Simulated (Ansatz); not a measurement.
InAg3:
```yaml
crystal:
  lattice:
    - [4.08518, 0.00000, 0.00000]
    - [0.00000, 4.08518, 0.00000]
    - [0.00000, 0.00000, 4.08518]
  atoms:
    - { symbol: In, position: [0.00000, 0.00000, 0.00000] }
    - { symbol: Ag, position: [0.00000, 0.50000, 0.50000] }
    - { symbol: Ag, position: [0.50000, 0.00000, 0.50000] }
    - { symbol: Ag, position: [0.50000, 0.50000, 0.00000] }
```

Relaxed with LDA. Special points in fractions of this cell's reciprocal vectors: Γ (0.000, 0.000, 0.000); X (0.000, 0.500, 0.000); M (0.500, 0.500, 0.000); R (0.500, 0.500, 0.500).

Problem. List the band energies nearest the Fermi level at these points for DFT-LDA in the program Ansatz with PAW potentials.

Solution. In eV from the Fermi level; about four levels below and three above (degenerate sets whole), none deeper than 8.9 eV; points with the same levels are listed once.

```
k                                below                above
-  -----------------------------------  -------------------
Γ  -3.29 -3.29 -3.29 -0.39 -0.39 -0.39       3.26 4.98 4.98
X              -4.46 -4.40 -3.95 -3.29       3.35 3.35 3.50
M              -3.17 -2.70 -1.70 -1.70  5.76 5.81 7.20 7.20
R        -2.54 -2.54 -2.54 -1.01 -0.26       2.07 2.07 2.07
```

Space group Pm-3m (Cu3Au type). The first step of the workflow began from a Materials Project structure, measured or hypothetical; the Crystallography Open Database files this formula in space group No. 221, but the cells were not matched. Its standing as an ambient phase is unchecked. Symmetry was held in the LDA relaxation; of distortions, only those at the zone centre were tested. No spin polarisation was allowed. Scalar-relativistic: spin–orbit coupling is off unless named, which matters more the heavier the elements.

Potentials: the later of the program's two PAW sets.
